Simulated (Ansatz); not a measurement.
## ScCo$_{3}$B$_{2}$: pressure against volume

ScCo$_{3}$B$_{2}$, P6/mmm, a = 4.843 Å, c = 2.932 Å. The structure is a COD entry; whether it is the stable form wasn't checked. Ansatz: PBEsol, PAW, 420 eV, Γ-centred 12×12×12 mesh on 6 atoms, Gaussian smearing 0.10 eV; no spin polarisation. Shape and atoms are relaxed at each volume; pressure is positive in compression.

```tsv
V (Å³/atom)	P (GPa)
9.327	17.00
9.625	?
9.922	-0.04
10.220	-6.76
10.518	-12.49
```

**Question.** Take V0 = 9.922 Å³/atom, count pressures from its P0 = -0.04 GPa, fit the third-order Birch–Murnaghan form to the other rows, and predict the missing pressure.

**Answer.** With the Eulerian strain f = ½[(V0/V)^(2/3) − 1] and y = (P − P0)/[3f(1 + 2f)^(5/2)], the form is the line y = B0 + 1.5 B0 (B0′ − 4) f. Rows (f, y): 0.02104, 243.5; -0.00977, 240.9; -0.01907, 239.8. Means f = -0.002600, y = 241.40; Σ(Δf)² = 0.0008815, ΣΔfΔy = 0.07958; the slope is their ratio. y = 241.6 + 90.28 f GPa, so B0 = 241.6 GPa and B0′ = 4 + 2 × (90.28)/(3 × 241.6) = 4.25. At V = 9.625, f = 0.01023, y = 242.52 and P = 7.79 GPa. The run gave 7.81 GPa, so the fit is 0.02 GPa too low, a small miss on the scale of the series.

Cost: 5 runs of about 11 core-minutes in all, on Arm Neoverse N1 (shared hosts).